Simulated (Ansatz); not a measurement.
Here are 2 structures of OsClBr, each relaxed with r2SCAN (the plane-wave code Ansatz). Computed values alone, no measurements; non-magnetic cells, some hypothetical.

Janus 1T monolayer:
```
Os Cl Br
1.0
     3.71603    0.00000    0.00000
    -1.85802    3.21818    0.00000
     0.00000    0.00000   29.90623
Os Cl Br
1 1 1
Cartesian
  0.0000 0.0000 9.0217
  0.0000 2.1455 10.2235
  1.8580 1.0727 7.7548
```
Two periodic directions, a and b.

Janus 2H monolayer:
```cif
data_structure
_symmetry_space_group_name_H-M 'P 1'
_symmetry_Int_Tables_number 1
_cell_length_a 3.5407
_cell_length_b 3.5407
_cell_length_c 30.3613
_cell_angle_alpha 90.000
_cell_angle_beta 90.000
_cell_angle_gamma 120.000
_cell_volume 329.63
loop_
_atom_site_label
_atom_site_type_symbol
_atom_site_fract_x
_atom_site_fract_y
_atom_site_fract_z
_atom_site_occupancy
Os1 Os 0.33333 0.66667 0.28979 1
Cl1 Cl 0.66667 0.33333 0.35043 1
Br1 Br 0.66667 0.33333 0.24907 1
```
Two periodic directions, a and b.

Question: Which is lowest in energy with r2SCAN, and by how much?

Answer: Among these cells the lowest with r2SCAN is Janus 1T monolayer, 562 meV an atom below the next, Janus 2H monolayer. Other structures, not computed here, could lie lower.

Question: Does the order change among the functionals that relaxed these cells?

Answer: Not for the lowest cell. PBEsol, LDA, PBE agree on the lowest cell. PBEsol: Janus 1T monolayer 0, Janus 2H monolayer 508 meV an atom. LDA: Janus 1T monolayer 0, Janus 2H monolayer 523 meV an atom.

Question: What gaps does HSE06 give on these cells?

Answer: Janus 1T monolayer: 2.79 d (Γ–M (0.47)); Janus 2H monolayer: 1.41 i (K → M) (eV; d direct, i indirect).

Question: What gaps does PBE give on these cells?

Answer: Janus 1T monolayer: 1.29 d (Γ–M (0.50)); Janus 2H monolayer: 0.35 i (K → M) (eV; d direct, i indirect).

Spin-orbit coupling is left out, which matters wherever the heavy atoms make up the band edges.

Where an edge lies off the special points, it is a point of the mesh or the k point where a search put PBE's edge or least direct gap, reused for the other functionals, whose own edges may lie a little apart.

The meshes of the hybrids are coarse, so their gaps aren't converged to the digits shown.

For some runs the program warns that the potential is rough where the density is thin, which bears on empty states near the vacuum.
